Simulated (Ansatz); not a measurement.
Geometry optimisation in Ansatz: input, command and trajectory.

```yaml
crystal:
  lattice:
    - [2.5629639613, 0.0, 0.0]
    - [-1.2814819806, 2.2195918995, 0.0]
    - [0.0, 0.0, 16.8259760816]
  atoms:
    - { symbol: C, position: [0.0, 0.0, 0.046702847] }
    - { symbol: C, position: [0.0, 0.0, 0.546702847] }
    - { symbol: C, position: [0.0, 0.0, 0.453297153] }
    - { symbol: C, position: [0.0, 0.0, 0.953297153] }
    - { symbol: C, position: [0.3333333333, 0.6666666667, 0.0778615095] }
    - { symbol: C, position: [0.6666666667, 0.3333333333, 0.5778615095] }
    - { symbol: C, position: [0.3333333333, 0.6666666667, 0.4221384905] }
    - { symbol: C, position: [0.6666666667, 0.3333333333, 0.9221384905] }
    - { symbol: C, position: [0.3333333333, 0.6666666667, 0.171202967] }
    - { symbol: C, position: [0.6666666667, 0.3333333333, 0.671202967] }
    - { symbol: C, position: [0.3333333333, 0.6666666667, 0.328797033] }
    - { symbol: C, position: [0.6666666667, 0.3333333333, 0.828797033] }
    - { symbol: C, position: [0.3333333333, 0.6666666667, 0.7974589083] }
    - { symbol: C, position: [0.6666666667, 0.3333333333, 0.2974589083] }
    - { symbol: C, position: [0.3333333333, 0.6666666667, 0.7025410917] }
    - { symbol: C, position: [0.6666666667, 0.3333333333, 0.2025410917] }
basis:
  ecutwfc: 500
kpoints:
  mp_grid: { grid: [12, 12, 2] }
hamiltonian:
  xc: r2scan
scf:
  occupations: { method: gaussian, width: 0.02 }
output:
  forces: true
  stress: true
  eigenvalues: true
  write_density: true
  write_potential: true
  elf: true
  volumetric_format: npy
relax:
  adjacent_minimum: "off"
  f_tol: 0.01
  max_steps: 30
  cell: { stress_tol: 0.1, fix: [volume] }
```

```bash
ansatz run input.yaml --threads 4 --pin off --max-ram 10240MiB --backend cpu --events-out ev --progress --plain --runs-dir out
```

Method: Ansatz, DFT r2SCAN, scalar-relativistic, plane waves, PAW.

The volume is held at 1.06 times that of the relaxed cell.

Of 4 frames 3 are shown, positions in Å and forces in eV/Å; the SCF threshold varies from step to step. Steps run on the plane waves of an earlier cell, with a Pulay correction in the pressure. The basis is chosen afresh for the last frame, the zero of the energies, and at times for earlier ones too; energy and pressure can step there, also at an unchanged geometry. Where two frames share a geometry here, they differ by under 2 meV/atom and 0.3 GPa.

```xyz
16
Lattice="2.5630 0.0000 0.0000 -1.2815 2.2196 0.0000 0.0000 0.0000 16.8260" Properties=species:S:1:pos:R:3:forces:R:3 pbc="T T T" step=1 free_energy_over_end_meV_per_atom=0.00 pressure_GPa=-23.60
C     0.0000    0.0000    0.7858    0.0000    0.0000    0.0025
C     0.0000    0.0000    9.1988    0.0000    0.0000    0.0025
C     0.0000    0.0000    7.6272    0.0000    0.0000   -0.0025
C     0.0000    0.0000   16.0402    0.0000    0.0000   -0.0025
C     0.0000    1.4797    1.3101    0.0000    0.0000   -0.0018
C     1.2815    0.7399    9.7231    0.0000    0.0000   -0.0018
C     0.0000    1.4797    7.1029    0.0000    0.0000    0.0018
C     1.2815    0.7399   15.5159    0.0000    0.0000    0.0018
C     0.0000    1.4797    2.8807    0.0000    0.0000    0.0088
C     1.2815    0.7399   11.2936    0.0000    0.0000    0.0088
C     0.0000    1.4797    5.5323    0.0000    0.0000   -0.0088
C     1.2815    0.7399   13.9453    0.0000    0.0000   -0.0088
C     0.0000    1.4797   13.4180    0.0000    0.0000    0.0233
C     1.2815    0.7399    5.0050    0.0000    0.0000    0.0233
C     0.0000    1.4797   11.8209    0.0000    0.0000   -0.0233
C     1.2815    0.7399    3.4080    0.0000    0.0000   -0.0233
16
Lattice="2.5631 0.0000 0.0000 -1.2815 2.2197 0.0000 0.0000 0.0000 16.8244" Properties=species:S:1:pos:R:3:forces:R:3 pbc="T T T" step=2 free_energy_over_end_meV_per_atom=0.00 pressure_GPa=-23.60
C     0.0000    0.0000    0.7858    0.0000    0.0000   -0.0020
C     0.0000    0.0000    9.1980    0.0000    0.0000   -0.0020
C     0.0000    0.0000    7.6264    0.0000    0.0000    0.0020
C     0.0000    0.0000   16.0386    0.0000    0.0000    0.0020
C     0.0000    1.4798    1.3099    0.0000    0.0000    0.0011
C     1.2815    0.7399    9.7221    0.0000    0.0000    0.0011
C     0.0000    1.4798    7.1023    0.0000    0.0000   -0.0011
C     1.2815    0.7399   15.5145    0.0000    0.0000   -0.0011
C     0.0000    1.4798    2.8805    0.0000    0.0000   -0.0005
C     1.2815    0.7399   11.2927    0.0000    0.0000   -0.0005
C     0.0000    1.4798    5.5317    0.0000    0.0000    0.0005
C     1.2815    0.7399   13.9439    0.0000    0.0000    0.0005
C     0.0000    1.4798   13.4170    0.0000    0.0000    0.0081
C     1.2815    0.7399    5.0048    0.0000    0.0000    0.0081
C     0.0000    1.4798   11.8196    0.0000    0.0000   -0.0081
C     1.2815    0.7399    3.4074    0.0000    0.0000   -0.0081
16
Lattice="2.5630 0.0000 0.0000 -1.2815 2.2196 0.0000 0.0000 0.0000 16.8259" Properties=species:S:1:pos:R:3:forces:R:3 pbc="T T T" step=4 free_energy_over_end_meV_per_atom=0.00 pressure_GPa=-23.60
C     0.0000    0.0000    0.7858    0.0000    0.0000   -0.0006
C     0.0000    0.0000    9.1988    0.0000    0.0000   -0.0006
C     0.0000    0.0000    7.6271    0.0000    0.0000    0.0006
C     0.0000    0.0000   16.0401    0.0000    0.0000    0.0006
C     0.0000    1.4797    1.3100    0.0000    0.0000   -0.0003
C     1.2815    0.7399    9.7229    0.0000    0.0000   -0.0003
C     0.0000    1.4797    7.1029    0.0000    0.0000    0.0003
C     1.2815    0.7399   15.5159    0.0000    0.0000    0.0003
C     0.0000    1.4797    2.8806    0.0000    0.0000    0.0014
C     1.2815    0.7399   11.2935    0.0000    0.0000    0.0014
C     0.0000    1.4797    5.5323    0.0000    0.0000   -0.0014
C     1.2815    0.7399   13.9453    0.0000    0.0000   -0.0014
C     0.0000    1.4797   13.4184    0.0000    0.0000    0.0008
C     1.2815    0.7399    5.0055    0.0000    0.0000    0.0008
C     0.0000    1.4797   11.8204    0.0000    0.0000   -0.0008
C     1.2815    0.7399    3.4075    0.0000    0.0000   -0.0008
```

It took 27 s on 4 threads of Arm Neoverse V1, with other jobs on the host, peak memory 0.72 GiB.